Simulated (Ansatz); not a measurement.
Kick test of a cell of Na₃TeH

It was reached by relaxing an invented guess, and it needn't be the stable form of this composition.

The calculation used Ansatz, DFT PBE, scalar-relativistic, plane waves, PAW. Cutoff 420 eV; k points 6×6×6 on the computed 5-atom cell (Γ-centred); Gaussian smearing, width 0.02 eV; no spin polarisation.

The cell below (5 atoms, space group Pm-3m (No. 221)) is relaxed within its symmetry.

```
CELL_PARAMETERS angstrom
4.76003 0.00000 0.00000
0.00000 4.76003 0.00000
0.00000 0.00000 4.76003
ATOMIC_POSITIONS crystal
Na 0.50000 0.00000 0.00000
Na 0.00000 0.50000 0.00000
Na 0.00000 0.00000 0.50000
Te 0.50000 0.50000 0.50000
H 0.00000 0.00000 0.00000
```

For the test a repeat of it with 10 atoms (edges 4.76, 4.76, 9.52 Å) was strained at random (σ = 1.5 % a component), the atoms were moved at random (σ = 0.10 Å), and all was relaxed again on a coarse 4×4×2 mesh (in the run’s order of axes) with 0.10 eV smearing, with no symmetry imposed.

Spin–orbit coupling, which can matter for Te, is left out.

Question: Does it come back?

Answer: It returns, within 1 meV/atom of the unmoved cell on that mesh and with the same symmetry when read at 0.1 Å (P1 at 0.01 Å, so small strains and shifts remain). So it is stable against the distortions that fit this cell and that this random move excites. Modes that don't fit the cell aren't tested.
